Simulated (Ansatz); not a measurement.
Ansatz input file:

```yaml
crystal:
  lattice:
    - [8.1558973628, 0.0, 0.0]
    - [0.0, 8.1558973628, 0.0]
    - [0.0, 0.0, 26.1373230221]
  atoms:
    - { symbol: Na, position: [0.25, 0.75, 0.3060757214] }
    - { symbol: Na, position: [0.25, 0.25, 0.3060757214] }
    - { symbol: Na, position: [0.75, 0.75, 0.3060757214] }
    - { symbol: Na, position: [0.75, 0.25, 0.3060757214] }
    - { symbol: Na, position: [0.5, 0.5, 0.3840857892] }
    - { symbol: Na, position: [0.5, 0.0, 0.3840857892] }
    - { symbol: Na, position: [0.0, 0.5, 0.3840857892] }
    - { symbol: Na, position: [0.0, 0.0, 0.3840857892] }
    - { symbol: Na, position: [0.75, 0.25, 0.4659379701] }
    - { symbol: Na, position: [0.75, 0.75, 0.4659379701] }
    - { symbol: Na, position: [0.25, 0.25, 0.4659379701] }
    - { symbol: Na, position: [0.25, 0.75, 0.4659379701] }
    - { symbol: Na, position: [0.0, 0.0, 0.5506824883] }
    - { symbol: Na, position: [0.0, 0.5, 0.5506824883] }
    - { symbol: Na, position: [0.5, 0.0, 0.5506824883] }
    - { symbol: Na, position: [0.5, 0.5, 0.5506824883] }
    - { symbol: C, position: [0.0031771762, -0.2040092715, 0.6903792735] }
    - { symbol: "N", position: [0.0724954219, -0.0468766629, 0.6751481804] }
    - { symbol: H, position: [0.074497554, -0.2551230258, 0.7228653854] }
    - { symbol: H, position: [0.0094792395, -0.2912079004, 0.6578089908] }
    - { symbol: H, position: [-0.1268660182, -0.1886429057, 0.7022052742] }
    - { symbol: H, position: [0.060478724, 0.0335669898, 0.706077132] }
    - { symbol: H, position: [0.0, 0.0, 0.6455659619] }
basis:
  ecutwfc: 420
kpoints:
  mp_grid: { grid: [3, 3, 1] }
hamiltonian:
  xc: pbe
  dispersion: d3bj
scf:
  occupations: { method: gaussian, width: 0.1 }
output:
  forces: true
  eigenvalues: true
  write_density: true
  write_potential: true
  elf: true
  volumetric_format: npy
relax:
  adjacent_minimum: "off"
  f_tol: 0.04
  max_steps: 100
  constraints: [{ sites: [0, 1, 2, 3, 4, 5, 6, 7] }]
efield:
  axis: 3
  dipole_correction: true
  ramp_width: 0.04
```

Command:
```bash
ansatz run input.yaml --threads 4 --pin off --max-ram 10240MiB --backend cpu --events-out ev --progress --plain --runs-dir out
```

Theory: Ansatz, DFT PBE+D3(BJ), scalar-relativistic, plane waves, PAW.

Abridged output:

```
Pseudopotentials: kind: paw
Pseudopotential: Na, paw, valence charge 9, recommended cutoff 420 eV (normal)
Pseudopotential: C, paw, valence charge 4, recommended cutoff 420 eV (normal)
Pseudopotential: N, paw, valence charge 5, recommended cutoff 420 eV (normal)
Pseudopotential: H, paw, valence charge 1, recommended cutoff 420 eV (normal)
Functional definition: PBE
Crystal: 23 atoms, lattice volume = 1738.620 Å³
Basis set: ecut = 420 eV, 34039 PW (Γ), exchange–correlation on 120×120×360 points (8 copies of the dense FFT grid, shifted against one another)
Bands: 102, of which v1, the nominal top of the filled ones, is band 79 counted from 1 (78 counted from 0)
Symmetry: 1 space group operations
Space group: P1 (ITA 1), of the structure as read, at distance tolerance 1.2e-4 Å
k-points: 5 of 9 (time reversal used)
Initial density: superposition of atomic densities (neutral atoms: chi_scale 0, normalization atom), corrected by the library's trained network
Initial wavefunctions: pseudopotential atomic-orbital guess
Functional: x = pbe(κ = 0.804, μ = 0.21951497), c = pbe(β = 0.06672455)
SCF iter   1: F=—  HF=-24498.265933 eV  |F-HF|=—  |Δ(HF+E_count)|=         —  Δρ=1.20e-3  dr2=1.67e-1  ethr=1.77e-3  p=-0.107 e·Å  D=-1.12e-2 V/Å  ΔV_dip=0.29 eV  dr2_dipole=2.24e-5  V_vac-E_F(+/−)=2.74/2.45 eV  ⟨swp⟩=15.2  Hψ=2958  notcnv=0  defer=2
efield: sawtooth ramp at fractional position 0.9945 (placed from the atoms, in the widest stretch of the axis that holds none; the zero of the levels goes with the place), width 0.0400; the density the first Hamiltonian is built on has a dipole p = -0.107 e·Å; the dipole correction subtracts the counter field D = -1.12e-2 V/Å, which shifts the + side's vacuum level by +0.29 eV against the − side's; the planar-averaged density in the ramp window peaks in size at 5.0e-6 e/Å³
SCF iter   2: F=—  HF=-24498.278170 eV  |F-HF|=—  |Δ(HF+E_count)|=   1.22e-2  Δρ=1.27e-3  dr2=6.65e-2  ethr=1.05e-4  p=0.146 e·Å  D=1.52e-2 V/Å  ΔV_dip=-0.40 eV  dr2_dipole=4.88e-3  V_vac-E_F(+/−)=2.43/2.82 eV  ⟨swp⟩=2.8  Hψ=700  notcnv=0  defer=61
SCF iter   3: F=—  HF=-24498.268421 eV  |F-HF|=—  |Δ(HF+E_count)|=   9.75e-3  Δρ=8.03e-4  dr2=1.29e-2  ethr=4.21e-5  p=0.095 e·Å  D=9.85e-3 V/Å  ΔV_dip=-0.26 eV  dr2_dipole=1.47e-4  V_vac-E_F(+/−)=2.43/2.69 eV  ⟨swp⟩=3.0  Hψ=545  notcnv=0  defer=61
SCF iter   4: F=—  HF=-24498.265040 eV  |F-HF|=—  |Δ(HF+E_count)|=   3.38e-3  Δρ=1.29e-4  dr2=4.84e-4  ethr=8.14e-6  p=0.105 e·Å  D=1.10e-2 V/Å  ΔV_dip=-0.29 eV  dr2_dipole=2.08e-5  V_vac-E_F(+/−)=2.40/2.69 eV  ⟨swp⟩=3.0  Hψ=668  notcnv=0  defer=52
SCF iter   5: F=—  HF=-24498.265087 eV  |F-HF|=—  |Δ(HF+E_count)|=   4.65e-5  Δρ=4.62e-5  dr2=9.80e-5  ethr=3.06e-7  p=0.110 e·Å  D=1.14e-2 V/Å  ΔV_dip=-0.30 eV  dr2_dipole=5.31e-6  V_vac-E_F(+/−)=2.40/2.69 eV  ⟨swp⟩=2.0  Hψ=517  notcnv=0  defer=52
SCF iter   6: F=-24498.265090 eV  HF=-24498.265110 eV  |F-HF|=1.92e-5  |Δ(HF+E_count)|=   2.30e-5  Δρ=3.28e-5  dr2=3.08e-5  ethr=2.53e-8  p=0.109 e·Å  D=1.14e-2 V/Å  ΔV_dip=-0.30 eV  dr2_dipole=2.65e-6  V_vac-E_F(+/−)=2.39/2.69 eV  ⟨swp⟩=25.8  Hψ=5207  notcnv=0
SCF 1 converged in 6 iterations: F = -24498.265090 eV  dr2 = 3.08e-5
relax step   1: F+E_penalty+E_count = -24498.26509049 eV  Δ(F+E_penalty+E_count) = +0.000e0 eV  max|allowed force component| = 8.961e-1 eV/Å  Δτ_max = 0.0000 Å  (6 SCF iters, dr2 threshold 4.00e-5 eV, accepted)
Initial density: handed on by an earlier stage of this run
Initial wavefunctions: those handed on with the density
SCF iter   1: F=—  HF=-24498.347820 eV  |F-HF|=—  |Δ(HF+E_count)|=         —  Δρ=3.50e-3  dr2=8.23e-2  ethr=5.00e-5  p=0.109 e·Å  D=1.14e-2 V/Å  ΔV_dip=-0.30 eV  dr2_dipole=3.69e-4  V_vac-E_F(+/−)=2.39/2.69 eV  ⟨swp⟩=2.0  Hψ=1494  notcnv=0  defer=69
efield: sawtooth ramp at fractional position 0.9945 (handed on by an earlier solve), width 0.0400; the density the first Hamiltonian is built on has a dipole p = 0.109 e·Å; the dipole correction subtracts the counter field D = 1.14e-2 V/Å, which shifts the + side's vacuum level by -0.30 eV against the − side's; the planar-averaged density in the ramp window peaks in size at 5.1e-6 e/Å³
SCF iter   2: F=—  HF=-24498.345885 eV  |F-HF|=—  |Δ(HF+E_count)|=   1.94e-3  Δρ=8.71e-4  dr2=1.68e-2  ethr=5.00e-5  p=0.161 e·Å  D=1.68e-2 V/Å  ΔV_dip=-0.44 eV  dr2_dipole=1.05e-3  V_vac-E_F(+/−)=2.26/2.69 eV  ⟨swp⟩=3.0  Hψ=532  notcnv=0  defer=69
SCF iter   3: F=—  HF=-24498.339599 eV  |F-HF|=—  |Δ(HF+E_count)|=   6.29e-3  Δρ=2.60e-4  dr2=1.98e-3  ethr=1.07e-5  p=0.110 e·Å  D=1.14e-2 V/Å  ΔV_dip=-0.30 eV  dr2_dipole=3.77e-4  V_vac-E_F(+/−)=2.39/2.69 eV  ⟨swp⟩=3.0  Hψ=607  notcnv=0  defer=69
SCF iter   4: F=—  HF=-24498.338916 eV  |F-HF|=—  |Δ(HF+E_count)|=   6.83e-4  Δρ=6.40e-5  dr2=9.45e-5  ethr=1.26e-6  p=0.125 e·Å  D=1.30e-2 V/Å  ΔV_dip=-0.34 eV  dr2_dipole=7.63e-6  V_vac-E_F(+/−)=2.35/2.69 eV  ⟨swp⟩=3.0  Hψ=691  notcnv=0  defer=63
SCF iter   5: F=-24498.338891 eV  HF=-24498.338894 eV  |F-HF|=2.74e-6  |Δ(HF+E_count)|=   2.19e-5  Δρ=1.68e-5  dr2=5.59e-6  ethr=3.18e-8  p=0.125 e·Å  D=1.30e-2 V/Å  ΔV_dip=-0.34 eV  dr2_dipole=5.69e-10  V_vac-E_F(+/−)=2.35/2.69 eV  ⟨swp⟩=21.6  Hψ=4858  notcnv=0
SCF 2 converged in 5 iterations: F = -24498.338891 eV  dr2 = 5.59e-6
relax step   2: F+E_penalty+E_count = -24498.33889116 eV  Δ(F+E_penalty+E_count) = -7.380e-2 eV  max|allowed force component| = 4.320e-1 eV/Å  Δτ_max = 0.1132 Å  (5 SCF iters, dr2 threshold 5.02e-5 eV, accepted)
SCF iter   1: F=—  HF=-24498.412133 eV  |F-HF|=—  |Δ(HF+E_count)|=         —  Δρ=5.69e-3  dr2=2.22e-1  ethr=1.16e-3  p=0.125 e·Å  D=1.30e-2 V/Å  ΔV_dip=-0.34 eV  dr2_dipole=5.65e-4  V_vac-E_F(+/−)=2.35/2.69 eV  ⟨swp⟩=4.0  Hψ=1029  notcnv=0  defer=47
efield: sawtooth ramp at fractional position 0.9945 (handed on by an earlier solve), width 0.0400; the density the first Hamiltonian is built on has a dipole p = 0.125 e·Å; the dipole correction subtracts the counter field D = 1.30e-2 V/Å, which shifts the + side's vacuum level by -0.34 eV against the − side's; the planar-averaged density in the ramp window peaks in size at 5.4e-6 e/Å³
SCF iter   2: F=—  HF=-24498.402195 eV  |F-HF|=—  |Δ(HF+E_count)|=   9.94e-3  Δρ=1.51e-3  dr2=5.55e-2  ethr=1.40e-4  p=0.205 e·Å  D=2.13e-2 V/Å  ΔV_dip=-0.56 eV  dr2_dipole=1.94e-3  V_vac-E_F(+/−)=2.14/2.69 eV  ⟨swp⟩=3.0  Hψ=722  notcnv=0  defer=55
SCF iter   3: F=—  HF=-24498.381568 eV  |F-HF|=—  |Δ(HF+E_count)|=   2.06e-2  Δρ=4.56e-4  dr2=5.42e-3  ethr=3.51e-5  p=0.129 e·Å  D=1.35e-2 V/Å  ΔV_dip=-0.35 eV  dr2_dipole=7.39e-4  V_vac-E_F(+/−)=2.33/2.68 eV  ⟨swp⟩=3.0  Hψ=571  notcnv=0  defer=55
SCF iter   4: F=—  HF=-24498.379721 eV  |F-HF|=—  |Δ(HF+E_count)|=   1.85e-3  Δρ=1.27e-4  dr2=4.17e-4  ethr=3.43e-6  p=0.149 e·Å  D=1.55e-2 V/Å  ΔV_dip=-0.41 eV  dr2_dipole=3.71e-5  V_vac-E_F(+/−)=2.29/2.69 eV  ⟨swp⟩=3.0  Hψ=645  notcnv=0  defer=52
   ...
SCF iter   5: F=—  HF=-24498.753880 eV  |F-HF|=—  |Δ(HF+E_count)|=   5.44e-5  Δρ=4.03e-5  dr2=2.66e-5  ethr=2.05e-7  p=0.190 e·Å  D=1.98e-2 V/Å  ΔV_dip=-0.52 eV  dr2_dipole=7.25e-8  V_vac-E_F(+/−)=2.16/2.67 eV  ⟨swp⟩=3.0  Hψ=690  notcnv=0  defer=67
SCF iter   6: F=—  HF=-24498.753703 eV  |F-HF|=—  |Δ(HF+E_count)|=   1.78e-4  Δρ=7.26e-6  dr2=1.11e-6  ethr=1.69e-8  p=0.190 e·Å  D=1.98e-2 V/Å  ΔV_dip=-0.52 eV  dr2_dipole=4.21e-8  V_vac-E_F(+/−)=2.16/2.67 eV  ⟨swp⟩=3.0  Hψ=577  notcnv=0  defer=67
SCF iter   7: F=—  HF=-24498.753703 eV  |F-HF|=—  |Δ(HF+E_count)|=   3.87e-7  Δρ=2.30e-6  dr2=1.56e-7  ethr=6.33e-11  p=0.190 e·Å  D=1.98e-2 V/Å  ΔV_dip=-0.52 eV  dr2_dipole=1.81e-10  V_vac-E_F(+/−)=2.16/2.67 eV  ⟨swp⟩=19.2  Hψ=3538  notcnv=0
SCF iter   8: F=-24498.753703 eV  HF=-24498.753703 eV  |F-HF|=2.29e-9  |Δ(HF+E_count)|=   8.72e-8  Δρ=5.86e-7  dr2=1.94e-8  ethr=6.33e-11  p=0.190 e·Å  D=1.98e-2 V/Å  ΔV_dip=-0.52 eV  dr2_dipole=1.14e-9  V_vac-E_F(+/−)=2.16/2.67 eV  ⟨swp⟩=10.0  Hψ=2822  notcnv=0
SCF 15 converged in 8 iterations: F = -24498.753703 eV  dr2 = 1.94e-8
relax step  15: F+E_penalty+E_count = -24498.75370307 eV  Δ(F+E_penalty+E_count) = -9.558e-4 eV  max|allowed force component| = 2.190e-2 eV/Å  Δτ_max = 0.1196 Å  (8 SCF iters, accepted)
SCF iter   1: F=—  HF=-24498.786052 eV  |F-HF|=—  |Δ(HF+E_count)|=         —  Δρ=4.41e-3  dr2=1.49e-1  ethr=9.48e-4  p=0.190 e·Å  D=1.98e-2 V/Å  ΔV_dip=-0.52 eV  dr2_dipole=2.64e-5  V_vac-E_F(+/−)=2.16/2.68 eV  ⟨swp⟩=3.0  Hψ=1020  notcnv=0  defer=54
efield: sawtooth ramp at fractional position 0.9945 (handed on by an earlier solve), width 0.0400; the density the first Hamiltonian is built on has a dipole p = 0.190 e·Å; the dipole correction subtracts the counter field D = 1.98e-2 V/Å, which shifts the + side's vacuum level by -0.52 eV against the − side's; the planar-averaged density in the ramp window peaks in size at 7.3e-6 e/Å³
SCF iter   2: F=—  HF=-24498.771492 eV  |F-HF|=—  |Δ(HF+E_count)|=   1.46e-2  Δρ=1.68e-3  dr2=4.63e-2  ethr=9.45e-5  p=0.177 e·Å  D=1.84e-2 V/Å  ΔV_dip=-0.48 eV  dr2_dipole=2.92e-4  V_vac-E_F(+/−)=2.19/2.67 eV  ⟨swp⟩=3.0  Hψ=668  notcnv=0  defer=58
SCF iter   3: F=—  HF=-24498.757483 eV  |F-HF|=—  |Δ(HF+E_count)|=   1.40e-2  Δρ=7.56e-4  dr2=9.67e-3  ethr=2.93e-5  p=0.196 e·Å  D=2.04e-2 V/Å  ΔV_dip=-0.53 eV  dr2_dipole=2.01e-4  V_vac-E_F(+/−)=2.14/2.68 eV  ⟨swp⟩=3.0  Hψ=539  notcnv=0  defer=58
SCF iter   4: F=—  HF=-24498.754722 eV  |F-HF|=—  |Δ(HF+E_count)|=   2.76e-3  Δρ=1.15e-4  dr2=1.79e-4  ethr=6.12e-6  p=0.186 e·Å  D=1.94e-2 V/Å  ΔV_dip=-0.51 eV  dr2_dipole=4.83e-7  V_vac-E_F(+/−)=2.17/2.67 eV  ⟨swp⟩=3.0  Hψ=527  notcnv=0  defer=58
SCF iter   5: F=—  HF=-24498.754670 eV  |F-HF|=—  |Δ(HF+E_count)|=   5.17e-5  Δρ=2.93e-5  dr2=1.24e-5  ethr=1.13e-7  p=0.186 e·Å  D=1.93e-2 V/Å  ΔV_dip=-0.51 eV  dr2_dipole=5.15e-7  V_vac-E_F(+/−)=2.17/2.67 eV  ⟨swp⟩=3.0  Hψ=690  notcnv=0  defer=54
SCF iter   6: F=—  HF=-24498.754536 eV  |F-HF|=—  |Δ(HF+E_count)|=   1.34e-4  Δρ=7.12e-6  dr2=9.61e-7  ethr=7.84e-9  p=0.186 e·Å  D=1.94e-2 V/Å  ΔV_dip=-0.51 eV  dr2_dipole=2.14e-8  V_vac-E_F(+/−)=2.17/2.67 eV  ⟨swp⟩=3.0  Hψ=824  notcnv=0  defer=54
SCF iter   7: F=—  HF=-24498.754536 eV  |F-HF|=—  |Δ(HF+E_count)|=   1.80e-7  Δρ=1.96e-6  dr2=1.07e-7  ethr=6.33e-11  p=0.186 e·Å  D=1.94e-2 V/Å  ΔV_dip=-0.51 eV  dr2_dipole=2.43e-9  V_vac-E_F(+/−)=2.17/2.67 eV  ⟨swp⟩=19.0  Hψ=3509  notcnv=0
SCF iter   8: F=-24498.754536 eV  HF=-24498.754536 eV  |F-HF|=4.04e-10  |Δ(HF+E_count)|=   5.56e-8  Δρ=5.44e-7  dr2=1.55e-8  ethr=6.33e-11  p=0.186 e·Å  D=1.94e-2 V/Å  ΔV_dip=-0.51 eV  dr2_dipole=2.11e-9  V_vac-E_F(+/−)=2.17/2.67 eV  ⟨swp⟩=9.8  Hψ=2803  notcnv=0
SCF 16 converged in 8 iterations: F = -24498.754536 eV  dr2 = 1.55e-8
relax step  16: F+E_penalty+E_count = -24498.75453584 eV  Δ(F+E_penalty+E_count) = -8.328e-4 eV  max|allowed force component| = 3.703e-2 eV/Å  Δτ_max = 0.1003 Å  (8 SCF iters, accepted)
WARN: The output density's exchange-correlation potential varies sharply where the density is thin. Do not read a vacuum level from v_tot or v_xc, or from such a field of the output density. On a cell that repeats whose density bears no net charge and no dipole along the vacuum's axis use v_es (v_loc + v_h of the components); under efield.dipole_correction with no amplitude use v_es + v_field, which holds any external_charges[].barrier, or the levels of the report's work_function block, which leave it out; under a non-zero efield.amplitude the vacuum is tilted and has no level; on a cell that repeats and bears such a dipole with no correction it is tilted too, and efield.dipole_correction wi ...
SCF converged after 8 iterations
Free energy (F): -24498.754536 eV
Harris-Foulkes:  -24498.754536 eV  (|F-HF|=4.04e-10)
Internal energy: -24498.720543 eV  (E = F + TS)
E sigma→0 (E₀):  -24498.737539 eV
Entropy (-TS):   -0.033993 eV (-1.478 meV/atom)
Fermi energy:    -0.724160 eV
Dipole field:    D = 0.019404 V/Å  (p = 0.186437 e·Å, saw-weighted, corrected)
Work function:   Φ+ = 2.1678 eV   Φ− = 2.6749 eV
Levels:          The Fermi level and band energies are counted from a zero that moves with the ramp; work functions are not
--- Per-component energies (eV) ---
  E_band       = -4396.268657
  E_kinetic    = 2213.685917
  E_local      = -82361.234208  (includes V_loc(G=0)·N_el)
  E_nonlocal   = 1922.712491
  E_hartree    = 37735.352071
  E_xc         = -764.077830
  E_vxc        = -978.594816  (∫ρ·V_xc dr)
  E_paw        = -4440.631354  (= ΣΔE_a)
  E_vpaw       = -668.951004  (= ΣTr[D̂ρ^β])
  E_aug_tail   = -0.007238  (compensation charges beyond the density's cutoff)
  E_efield     = 0.001809  (sawtooth field / dipole correction)
  E_vefield    = 5.425685  (∫n·V_field dr)
  E_ewald      = 21197.503289
  E_disp       = -2.025491  (pairwise vdW)
  E_smearing   = -0.033993  (= −TS)
--- Forces (eV/Å), atoms counted from 1 ---
  atom   1  Na     0.00293006    -0.00083537    -0.06889684
  atom   2  Na     0.00330822     0.00080666    -0.07147661
  atom   3  Na    -0.00281894    -0.00181980    -0.06914318
  atom   4  Na    -0.00319547     0.00178996    -0.07180328
  atom   5  Na     0.00353115    -0.00141799     0.05103897
  atom   6  Na     0.00168810    -0.00104289     0.05858919
  atom   7  Na    -0.00244977    -0.00167693     0.06377679
  atom   8  Na    -0.00047045    -0.00093161     0.09255648
  atom   9  Na    -0.00014946     0.00034713    -0.00052496
  atom  10  Na    -0.00015340    -0.00047052     0.00026939
  atom  11  Na    -0.00057899     0.00028392     0.00091828
  atom  12  Na    -0.00052288    -0.00030644     0.00163806
  atom  13  Na    -0.00143635    -0.00153772     0.00635667
  atom  14  Na     0.00039162    -0.00007794    -0.00320568
  atom  15  Na    -0.00083010    -0.00020342    -0.00049799
  atom  16  Na    -0.00026443     0.00045943    -0.00155061
  atom  17  C      0.00730724    -0.00975340    -0.00768073
  atom  18  N     -0.03623793    -0.00937080     0.00839478
  atom  19  H     -0.03703333     0.02718025     0.02362832
  atom  20  H      0.03000663     0.03644591     0.01015273
  atom  21  H      0.00552182    -0.00401406    -0.02408453
  atom  22  H     -0.00183903    -0.02317869     0.00094260
  atom  23  H      0.03328119    -0.01069255     0.00055586
--- Band table (eV; the first three rows and the last of 5) ---
  k-point 0: bands = ["-54.1541", "-54.1435", "-54.1429", "-54.1368", "-54.1356", "-54.1330", "-54.1203", "-53.8424", "-53.8205", "-53.8124", "-53.8110", "-53.8085", "-53.8079", "-53.8063", "-53.8027", "-53.7733", "-26.0818", "-26.0732", "-26.0719", "-26.0709", "-26.0669", "-26.0650", "-26.0637", "-26.0630", "-26.0610", "-26.0606", "-26.0604", "-26.0559", "-26.0554", "-26.0522", "-26.0512", "-26.0501", "-26.0483", "-26.0481", "-26.0469", "-26.0345", "-26.0336", "-25.7864", "-25.7848", "-25.7487", "-25.7483", "-25.7473", "-25.7436", "-25.7407", "-25.7397", "-25.7390", "-25.7356", "-25.7338", "-25.7319", "-25.7315", "-25.7281", "-25.7274", "-25.7271", "-25.7254", "-25.7240", "-25.7226", "-25.7 ...
  k-point 1: bands = ["-54.1541", "-54.1435", "-54.1429", "-54.1368", "-54.1356", "-54.1330", "-54.1203", "-53.8424", "-53.8205", "-53.8124", "-53.8110", "-53.8085", "-53.8079", "-53.8063", "-53.8027", "-53.7733", "-26.0818", "-26.0732", "-26.0719", "-26.0709", "-26.0669", "-26.0650", "-26.0637", "-26.0629", "-26.0606", "-26.0599", "-26.0591", "-26.0560", "-26.0554", "-26.0525", "-26.0522", "-26.0512", "-26.0484", "-26.0481", "-26.0461", "-26.0345", "-26.0343", "-25.7865", "-25.7847", "-25.7480", "-25.7476", "-25.7469", "-25.7424", "-25.7405", "-25.7399", "-25.7390", "-25.7369", "-25.7335", "-25.7320", "-25.7313", "-25.7297", "-25.7289", "-25.7269", "-25.7252", "-25.7243", "-25.7228", "-25.7 ...
  k-point 2: bands = ["-54.1541", "-54.1435", "-54.1429", "-54.1368", "-54.1356", "-54.1330", "-54.1203", "-53.8424", "-53.8205", "-53.8124", "-53.8110", "-53.8085", "-53.8079", "-53.8063", "-53.8027", "-53.7733", "-26.0818", "-26.0732", "-26.0718", "-26.0710", "-26.0666", "-26.0649", "-26.0638", "-26.0613", "-26.0607", "-26.0606", "-26.0605", "-26.0573", "-26.0541", "-26.0522", "-26.0512", "-26.0505", "-26.0499", "-26.0481", "-26.0469", "-26.0348", "-26.0336", "-25.7864", "-25.7848", "-25.7483", "-25.7476", "-25.7467", "-25.7429", "-25.7405", "-25.7392", "-25.7385", "-25.7356", "-25.7354", "-25.7320", "-25.7314", "-25.7293", "-25.7288", "-25.7283", "-25.7245", "-25.7237", "-25.7222", "-25.7 ...
  k-point 4: bands = ["-54.1541", "-54.1435", "-54.1429", "-54.1368", "-54.1356", "-54.1330", "-54.1203", "-53.8424", "-53.8205", "-53.8124", "-53.8110", "-53.8085", "-53.8079", "-53.8063", "-53.8027", "-53.7733", "-26.0818", "-26.0732", "-26.0718", "-26.0710", "-26.0666", "-26.0650", "-26.0638", "-26.0611", "-26.0606", "-26.0597", "-26.0593", "-26.0572", "-26.0542", "-26.0524", "-26.0522", "-26.0513", "-26.0501", "-26.0481", "-26.0461", "-26.0348", "-26.0343", "-25.7865", "-25.7848", "-25.7474", "-25.7471", "-25.7464", "-25.7417", "-25.7397", "-25.7392", "-25.7383", "-25.7373", "-25.7353", "-25.7327", "-25.7312", "-25.7306", "-25.7301", "-25.7274", "-25.7259", "-25.7238", "-25.7222", "-25.7 ...
--- Relaxed structure (16 steps of the walk, 16 accepted, 0 SCFs on fresh bases) ---
  F+E_penalty+E_count = -24498.75453584 eV   max|allowed force component| = 3.703e-2 eV/Å
  atoms:
    - { symbol: Na, position: [0.25, 0.75000000, 0.3060757214] }
    - { symbol: Na, position: [0.25, 0.25, 0.3060757214] }
    - { symbol: Na, position: [0.75000000, 0.75000000, 0.3060757214] }
    - { symbol: Na, position: [0.75000000, 0.25, 0.3060757214] }
    - { symbol: Na, position: [0.5, 0.5, 0.3840857892] }
    - { symbol: Na, position: [0.5, 0.0, 0.3840857892] }
    - { symbol: Na, position: [0.0, 0.5, 0.3840857892] }
    - { symbol: Na, position: [0.0, 0.0, 0.3840857892] }
    - { symbol: Na, position: [0.74696368, 0.25159637, 0.46527809] }
    - { symbol: Na, position: [0.74707494, 0.74757859, 0.46553120] }
    - { symbol: Na, position: [0.25328204, 0.25228985, 0.46475430] }
    - { symbol: Na, position: [0.25320801, 0.74688379, 0.46507708] }
    - { symbol: Na, position: [0.00313558, -0.00011592, 0.54823968] }
    - { symbol: Na, position: [0.00094675, 0.49865508, 0.54831266] }
    - { symbol: Na, position: [0.49743130, -5.96515518e-5, 0.54908121] }
    - { symbol: Na, position: [0.50005333, 0.49730620, 0.55367738] }
    - { symbol: C, position: [-0.02627194, -0.13003659, 0.66955744] }
    - { symbol: N, position: [-0.03346709, 0.02511268, 0.64061703] }
    - { symbol: H, position: [0.09199240, -0.19035265, 0.66209137] }
    - { symbol: H, position: [-0.12297661, -0.21260531, 0.65547759] }
    - { symbol: H, position: [-0.04127341, -0.11583806, 0.71126829] }
    - { symbol: H, position: [0.05175731, 0.10641004, 0.65416592] }
    - { symbol: H, position: [-0.14504963, 0.08059837, 0.64573307] }
```

The relaxation met its thresholds.

It took 8.2 min on 4 threads of Arm Neoverse V1, with other jobs on the host, peak memory 3.6 GiB.

Spin polarisation was left out, and a magnetic state may lie lower.